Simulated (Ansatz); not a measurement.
The relaxed structure here is a generated cell of La: the first start was made by placing the elements on the sites of a structure type, and the end was not matched to a known phase here, so it may be hypothetical. Known forms of La include space group No. 194.

A relaxed cell of La (I4/mmm (No. 139)), relaxed on a k-mesh at least as fine as the one used below. The numbers are results of PBE (plane waves to 420 eV, PAW, scalar-relativistic; Ansatz, a quantum-chemistry and plane-wave program), not measurements. Γ-centred k-mesh 11×11×11 on the run's cell (coarser than for final values), Fermi–Dirac smearing 0.05 eV.

```yaml
crystal:
  lattice:
    - [-4.44527, 4.44527, 3.74868]
    - [0.00000, 0.00000, 3.74868]
    - [2.22263, 2.22263, -1.87434]
  atoms:
    - { symbol: La, position: [0.00000, 0.00000, 0.00000] }
    - { symbol: La, position: [0.50000, 0.00000, 0.00000] }
```

The atoms are displaced along an unstable phonon of this cell by (Å):

```
atom      ux      uy     uz
----  ------  ------  -----
La1    0.106   0.106  0.000
La2   -0.106  -0.106  0.000
```

Question: What forces (eV/Å) and pressure result?

Answer: 
```
atom     Fx     Fy    Fz
----  -----  -----  ----
La1    0.11   0.11  0.00
La2   -0.11  -0.11  0.00
```

Pressure +0.1 GPa.

The undisplaced cell is probably no minimum: from this displacement the run went on to P6₃/mmc (No. 194), 0.06 eV/atom below it.

No spin polarisation in the result.
